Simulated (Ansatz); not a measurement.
FeNi:
```xyz
2
Lattice="1.2557 0.7250 4.1000 -1.2557 0.7250 4.1000 0.0000 -1.4500 4.1000" Properties=species:S:1:pos:R:3 pbc="T T T"
Fe     0.0000     0.0000     0.0000
Ni     0.0000     0.0000     6.1500
```
The run is spin-polarised; directions of the spins, atom by atom: ↑ ↑.

Relaxed with r²SCAN.

Which orbitals make up the states near the Fermi level in the program Ansatz at the r²SCAN level (PAW)?

Within 0.5 eV of the Fermi level: Fe 3d 44 %, Ni 3d 42 %, outside the projected shells 5 %. Projections are on Löwdin-orthogonalised atomic valence shells; empty p or d shells of many metals are not among them.

Tabulate the density of states.

States/eV per cell of 2 atoms, in 0.25 eV bins, energy from the Fermi level.

```tsv
E (eV)	total	Ni 3d	Fe 3d	Ni 4s
-7.85	0.19	0.00	0.00	0.09
-7.60	0.22	0.00	0.00	0.11
-7.35	0.24	0.01	0.01	0.12
-7.10	0.26	0.01	0.01	0.12
-6.85	0.29	0.01	0.02	0.13
-6.60	0.33	0.02	0.03	0.15
-6.35	0.37	0.02	0.04	0.16
-6.10	0.45	0.04	0.07	0.17
-5.85	0.67	0.09	0.19	0.20
-5.60	1.34	0.25	0.64	0.23
-5.35	1.54	0.29	0.82	0.19
-5.10	1.55	0.34	0.84	0.16
-4.85	2.12	0.64	1.12	0.15
-4.60	2.39	0.83	1.21	0.16
-4.35	2.30	0.88	1.08	0.15
-4.10	2.29	0.95	1.03	0.13
-3.85	2.77	1.18	1.30	0.11
-3.60	2.83	1.26	1.29	0.10
-3.35	4.01	1.95	1.76	0.10
-3.10	4.76	2.52	1.96	0.07
-2.85	4.11	2.39	1.49	0.05
-2.60	3.21	1.82	1.20	0.04
-2.35	3.94	2.40	1.29	0.06
-2.10	4.64	3.04	1.30	0.08
-1.85	3.59	2.29	1.05	0.06
-1.60	4.36	2.76	1.38	0.04
-1.35	6.08	3.80	2.03	0.04
-1.10	3.73	2.35	1.15	0.04
-0.85	1.61	0.96	0.47	0.05
-0.60	1.19	0.59	0.43	0.05
-0.35	1.92	0.81	0.88	0.06
-0.10	2.20	0.90	1.03	0.06
0.15	1.48	0.73	0.51	0.07
0.40	1.43	0.52	0.66	0.07
0.65	1.72	0.54	0.91	0.07
0.90	1.75	0.51	0.98	0.07
1.15	1.44	0.38	0.82	0.07
1.40	1.39	0.28	0.86	0.07
1.65	1.86	0.27	1.32	0.08
1.90	1.38	0.20	0.93	0.07
2.15	2.07	0.17	1.65	0.08
2.40	1.17	0.09	0.81	0.08
2.65	0.94	0.07	0.58	0.09
2.90	0.96	0.06	0.58	0.09
3.15	0.77	0.05	0.38	0.09
3.40	0.65	0.05	0.26	0.09
3.65	0.57	0.04	0.19	0.08
3.90	0.52	0.04	0.14	0.07
4.15	0.48	0.03	0.12	0.06
4.40	0.45	0.03	0.10	0.05
4.65	0.42	0.02	0.08	0.05
```

Space group R-3m. The first step of the workflow began from a Materials Project structure, measured or hypothetical; the Crystallography Open Database copy checked does not list it. COD files the formula under space group No. 123. With Fe and Ni taken as one species the cell has the higher symmetry Fm-3m, so it may be an ordered model of a mixed-site phase. Its standing as an ambient phase is unchecked. The cell was relaxed with r²SCAN under the symmetry of its start; whether a distortion lowers the energy is not shown. Magnetic state: ferromagnetic, chosen from 5 collinear starts compared on coarse meshes (ties went to the first, and starts can fall back to one state), not a proven ground state. Other orbital occupations within this spin state were not tried.

Potentials: the later of the program's two PAW sets.
